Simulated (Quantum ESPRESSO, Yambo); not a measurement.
SrTiO₃ (cubic perovskite, space group Pm-3m, No. 221): static response along x against the Γ-centred k mesh (Yambo on LDA (Quantum ESPRESSO, PseudoDojo norm-conserving, 84 Ry, scalar-relativistic) bands; 54 bands, 3 Ry block). The smallest direct LDA gap is 2.16 eV.

```
k mesh    ε(0), independent particles  ε(0), RPA with local fields
--------  ---------------------------  ---------------------------
4×4×4                            6.97                         6.78
6×6×6                            6.49                         6.31
8×8×8                            6.43                         6.25
10×10×10                          [?]                          [?]
```

Q: What does the densest mesh give?

A: 
- 10×10×10, ε(0), independent particles: 6.42
- 10×10×10, ε(0), RPA with local fields: 6.24

The last step changes the RPA value by 0.1 %. Electronic response only; costs are rough.

Geometry of the Materials Project entry, not relaxed at this level; primitive cell a = b = c = 3.913 Å, α = β = γ = 90.00°.
